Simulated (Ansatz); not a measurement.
Relaxed-ion elastic tensor of AlH₃ in space group R-3c (No. 167; Al on 6b, H on 18e) in GPa (Voigt order), the program Ansatz at the r²SCAN level (PAW); density 1.49 g/cm³, 8.34 Å³ per atom.

```
 88.0  -14.4   21.5  -18.7    0.0    0.0
-14.4   88.0   21.5   18.7    0.0    0.0
 21.5   21.5    129    0.0    0.0    0.0
-18.7   18.7    0.0   59.6    0.0    0.0
  0.0    0.0    0.0    0.0   59.6  -18.7
  0.0    0.0    0.0    0.0  -18.7   51.2
```

Problem. Is the crystal mechanically stable?

Solution. Yes: the smallest eigenvalue of C is 36.2 GPa.

Problem. Work out the Voigt, Reuss and Hill averages.

Solution. K_V = 40.2, K_R = 34.9, K_H = 37.5; G_V = 52.5, G_R = 45.3, G_H = 48.9 GPa.

Problem. Give Young's modulus, Poisson's ratio, Pugh's ratio and the universal anisotropy index.

Solution. E = 9KG/(3K + G) = 102 GPa; ν = 0.05; K/G = 0.77 (brittle by the Pugh limit of 1.75); A_U = 5G_V/G_R + K_V/K_R − 6 = 0.94.

Problem. Estimate the sound speeds and the Debye temperature.

Solution. v_l = √((K + 4G/3)/ρ) = 8290 m/s, v_t = √(G/ρ) = 5720 m/s, mean 6220 m/s; Θ = (h/k)(3n/4πV)^(1/3) v_m = 914 K.

Problem. How much does each axis shrink under pressure?

Solution. Linear compressibilities β_i = Σ_j S_ij (j = 1 to 3): x 13, y 13, z 3.6 per TPa.

The workflow started from a Materials Project entry (that database holds measured and hypothetical structures alike); the Crystallography Open Database files this formula in space group No. 167, but the cells were not matched. Whether it is the stable phase at ambient conditions was not checked. Symmetry was held in the r²SCAN relaxation; phonons on a q-mesh show no instability.

Potentials: the later of the program's two PAW sets.
